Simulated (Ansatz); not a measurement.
## Vibrational response of Ti2WC3

Level of theory: DFT PBE, scalar-relativistic, plane waves, PAW (Ansatz 0.2.0). Plane waves to 420 eV; Γ-centred k mesh 12×12×6; Fermi-Dirac smearing of 0.15 eV. No spin polarisation. Phonons by linear response, acoustic sum rule imposed.

Equilibrium structure at this level:
```
Ti W C
1.0
     3.06744    0.00000    0.00000
    -1.53372    2.65648    0.00000
     0.00000    0.00000    7.54344
Ti W C
2 1 3
Direct
  0.33333 0.66667 0.66545
  0.66667 0.33333 0.33455
  0.00000 0.00000 0.00000
  0.66667 0.33333 0.83282
  0.00000 0.00000 0.50000
  0.33333 0.66667 0.16718
```

The cell was found from a structure generator's guess, not taken from experiment. In a metal, frequencies depend on the k mesh and the smearing, soft modes most. Spin–orbit coupling is left out, which matters for heavy elements.

Task: Is this structure stable against zone-centre distortions?

Result: Yes, at Γ: no optical mode is imaginary. Strains and other wave vectors aren't tested by this run.

Task: List the optical modes at Γ (i marks imaginary ones).

Result:
| frequency (cm⁻¹) | degeneracy |
| --- | --- |
| 112 | 2 |
| 201 | 1 |
| 210 | 2 |
| 347 | 1 |
| 537 | 2 |
| 543 | 2 |
| 549 | 1 |
| 597 | 2 |
| 652 | 1 |
| 666 | 1 |
